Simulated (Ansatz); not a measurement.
Li$_{2}$S (anti-fluorite, Fm-3m) under volume change, LDA in the plane-wave PAW code Ansatz, scaled uniformly.

| V (Å³/atom) | E − E(relaxed) (meV/atom) | P (GPa) |
|---|---|---|
| 13.086 | 19.5 | 5.22 |
| 13.517 | 8.2 | 3.21 |
| 13.948 | 1.9 | 1.48 |
| 14.380 | 0.0 | -0.01 |
| 14.811 | 1.8 | -1.29 |
| 15.243 | 6.8 | -2.40 |
| 15.674 | 14.6 | -3.36 |

### Question
What does a third-order Birch–Murnaghan fit give for V₀, B₀ and B′?

### Answer
V₀ = 14.38 Å³/atom, B₀ = 46.1 GPa, B′ = 3.9.

The LDA relaxation kept the symmetry of its start.

Potentials: the later of the program's two PAW sets.
